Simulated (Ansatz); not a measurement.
The cell is a measured one (Crystallography Open Database entry 9017802); the temperature and pressure of the measurement aren't taken into account, and nothing was relaxed. The listed cell was then made from it by scaling, straining or moving an atom.

Li: DFT, PBEsol, all-electron PAW with datasets made for the crystal, scalar-relativistic (Ansatz 0.2.0). What sets it apart from a plain run of this crystal: zz strain of -1 %.

Command: `ansatz run input.yaml --threads 1 --pin off --max-ram 6144MiB --backend cpu --events-out ev --progress --plain --runs-dir out` The run took 7.6 s on 1 thread of Arm Neoverse N1, on a shared host, peak memory 0.29 GiB.

```yaml
crystal:
  lattice:
    - [1.5504989657, 0.8951809952, 7.512417]
    - [-1.5504989657, 0.8951809952, 7.512417]
    - [0.0, -1.7903619905, 7.512417]
  atoms:
    - { symbol: Li, position: [0.0, 0.0, 0.0] }
    - { symbol: Li, position: [0.222, 0.222, 0.222] }
    - { symbol: Li, position: [0.778, 0.778, 0.778] }
kpoints:
  mp_grid: { grid: [12, 12, 12] }
scf:
  occupations: { method: fermi_dirac, width: 0.05 }
hamiltonian:
  xc: pbesol
  pseudopotentials: { kind: all_electron, datasets: crystal }
output:
  forces: true
  stress: true
  eigenvalues: true
  efg: { contact_densities: true }
```

Output (standing set-up lines are left out):

```
basis.fft_grid_basis auto: the FFT boxes are laid along the combinations [[1, 0, -1], [0, 1, -1], [0, 0, 1]] of the cell's own vectors, 3.101, 3.101 and 7.723 Å long. The dense box has 15×15×27 points. Along the cell's own vectors, as sized, it would have 27×27×27, 3.24 times as many. Of the 12 symmetry operations that the crystal satisfies within crystal.symmetry.tolerance (time reversal apart; of a slab, those that keep its plane) the dense box along the cell's own vectors carries 12, and the one as laid loses 8 of those. basis.fft_grid_basis: typed keeps the cell's own vectors: state it where this run's energies or levels are differenced outside the engine with another run's, or held beside a run that keeps those vectors.
Crystal: 3 atoms, lattice volume = 62.562 Å³
iter 1 solved again at ethr=2.31e-4 eV; its pass at ethr=1.00e-1 eV (dr2=6.93e-3 eV) is discarded
SCF iter   1: F=—  HF=-608.951616 eV  |F-HF|=—  |Δ(HF+E_count)|=         —  Δρ=2.86e-3  dr2=7.01e-3  ethr=2.31e-4  ⟨swp⟩=5.3  Hψ=8795  notcnv=0
preconditioner: auto → none  [metal: Δε(μ)=0.010 eV  Ē_g=5.305 eV  σ=0.050 eV  W_gap=0.05  n_scr=2 (ndim 8)  ℏωp=8.1 eV  f_vac=0.000  D(μ)=1.23/eV (n_scr^D=4)  sad-step TF]
SCF iter   2: F=—  HF=-608.998468 eV  |F-HF|=—  |Δ(HF+E_count)|=   4.69e-2  Δρ=1.96e-3  dr2=3.39e-3  ethr=2.31e-4  ⟨swp⟩=1.9  Hψ=1627  notcnv=0
iter 3 solved again at ethr=4.44e-6 eV; its pass at ethr=1.13e-4 eV (dr2=1.33e-4 eV) is discarded
SCF iter   3: F=—  HF=-609.009781 eV  |F-HF|=—  |Δ(HF+E_count)|=   1.13e-2  Δρ=3.22e-4  dr2=1.31e-4  ethr=4.44e-6  ⟨swp⟩=2.2  Hψ=4984  notcnv=0  defer=1
SCF iter   4: F=—  HF=-609.009869 eV  |F-HF|=—  |Δ(HF+E_count)|=   8.85e-5  Δρ=2.62e-4  dr2=4.83e-4  ethr=4.35e-6  ⟨swp⟩=2.0  Hψ=1528  notcnv=0  recentre
SCF iter   5: F=—  HF=-609.009819 eV  |F-HF|=—  |Δ(HF+E_count)|=   5.06e-5  Δρ=1.63e-4  dr2=1.41e-4  ethr=4.35e-6  ⟨swp⟩=2.1  Hψ=1528  notcnv=0
SCF iter   6: F=—  HF=-609.009803 eV  |F-HF|=—  |Δ(HF+E_count)|=   1.58e-5  Δρ=2.28e-6  dr2=8.64e-9  ethr=4.35e-6  ⟨swp⟩=1.9  Hψ=1502  notcnv=0
SCF iter   7: F=-609.009803 eV  HF=-609.009803 eV  |F-HF|=3.93e-10  |Δ(HF+E_count)|=   1.68e-8  Δρ=9.14e-7  dr2=1.65e-9  ethr=2.88e-10  ⟨swp⟩=3.5  Hψ=2027  notcnv=0
SCF 1 converged in 7 iterations: F = -609.009803 eV  dr2 = 1.65e-9
  Residual-converged pass: ⟨swp⟩=1.8  Hψ=1370  notcnv=0  max |occ|·‖R‖ = 6.4e-6 eV (tolerance 6.5e-6 eV)  dr2=1.64e-9  dr2_onsite=8.58e-10  max |Δocc| = 1.6e-9
  greatest PAW one-centre occupation: 0.112 electrons in one spin orbital (limit 2), on the Li atom at site 2 (counted from 0), in its partial waves of l = 0
SCF converged after 7 iterations
Free energy (F): -609.009803 eV
Harris-Foulkes:  -609.009803 eV  (|F-HF|=3.93e-10)
Internal energy: -608.999148 eV  (E = F + TS)
E sigma→0 (E₀):  -609.004476 eV
Entropy (-TS):   -0.010656 eV (-3.552 meV/atom)
Past the cutoff: the bands carry plane waves up to 1.75 times it, of which those up to 1.5 times it add -0.000049 eV an atom, each by itself; the spheres take 0.000045 eV an atom off the energy for waves past 1.75 times it
By the cutoff:   a pressure is off by up to 0.004 GPa (1.2 times the spheres' own share and the shells' term, over an atom's volume, and 0.004 GPa: a bound that held against runs at twice the plane waves)
Past the cutoffs: a stress includes 0.0001 GPa for waves and charges beyond them, in addition to the slope of what the spheres take
In the spheres:  the bands' charges fall short by 1.1e-6 e at most (sound up to 1e-3)
Fermi energy:    0.799899 eV
--- Per-component energies (eV) ---
  The terms above E_closure are by the made datasets' own strengths, without shells solved beside the bands.
--- Forces (eV/Å), atoms counted from 1 ---
  atom   1  Li    -0.00000000     0.00000000    -0.00000000
  atom   2  Li     0.00000000    -0.00000000     0.00923849
  atom   3  Li    -0.00000000     0.00000000    -0.00923849
  max |Σ_I F_I| component: 1.73e-18 eV/Å
--- Stress (GPa, compression-positive) ---
       -0.398245      -0.000000      -0.000000
       -0.000000      -0.398245       0.000000
       -0.000000       0.000000      -0.457350
  P = ⅓ Tr σ = -0.4179 GPa (-4.179 kbar)
--- PAW observables at the nuclei: V_zz in 10²¹ V/m², potentials from the cell's mean, atoms counted from 1 ---
  atom   1  Li V_zz =    +0.007789   η = 0.0000   by run symmetry: allowed
            electrostatic potential = -160.526976 V   contact ρ = 93.268066 e/Å³
  atom   2  Li V_zz =    +0.009217   η = 0.0000   by run symmetry: allowed
            electrostatic potential = -160.539431 V   contact ρ = 93.271296 e/Å³
  atom   3  Li V_zz =    +0.009217   η = 0.0000   by run symmetry: allowed
            electrostatic potential = -160.539431 V   contact ρ = 93.271296 e/Å³
--- Band table (eV; the first three rows and the last of 189) ---
  k-point 0: bands = ["-2.7053", "-0.7351", "-0.7350", "6.5136"]
  k-point 1: bands = ["-2.5953", "-0.7246", "-0.5122", "6.3529"]
  k-point 2: bands = ["-2.2652", "-0.4869", "-0.0546", "6.2624"]
  k-point 188: bands = ["-2.2087", "-2.2048", "0.8777", "3.7344"]
```
